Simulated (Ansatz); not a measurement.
## BePd (Pm-3m), a sublattice moved along a line

These are results of Ansatz 0.2.0, DFT r2SCAN, scalar-relativistic, plane waves, PAW, not measurements. The runs took a 500 eV cutoff, a Γ-centred 16×16×16 mesh and Gaussian smearing (0.15 eV). No spin polarisation. Energies are free energies at this smearing, counted from the undisturbed cell; pressure is positive in compression.

The undisturbed cell (as given, not relaxed at this level; it stands at -0.1 GPa, and it needn't be the usual structure):

```
Be Pd
1.0
     2.81300    0.00000    0.00000
     0.00000    2.81300    0.00000
     0.00000    0.00000    2.81300
Be Pd
1 1
Cartesian
  0.0000 0.0000 0.0000
  1.4065 1.4065 1.4065
```

Every Pd atom is moved by x along the Cartesian unit vector (1.000, 0.000, 0.000); the cell and all other atoms stay fixed. The cell is metallic on the mesh throughout.

Problem. Over the sampled range (-0.2000 to 0.1750), is the undisturbed cell the lowest point?

Solution. Yes, every other sampled point lies higher.

The scan:

| x (Å) | ΔE (meV/cell) |
| --- | --- |
| -0.2000 | 84.6 |
| -0.1000 | 21.1 |
| 0.0000 | 0.0 |
| 0.0250 | 1.3 |
| 0.0500 | 5.3 |
| 0.0750 | 11.9 |
| 0.1250 | 33.0 |
| 0.1500 | 47.6 |
| 0.1750 | 64.8 |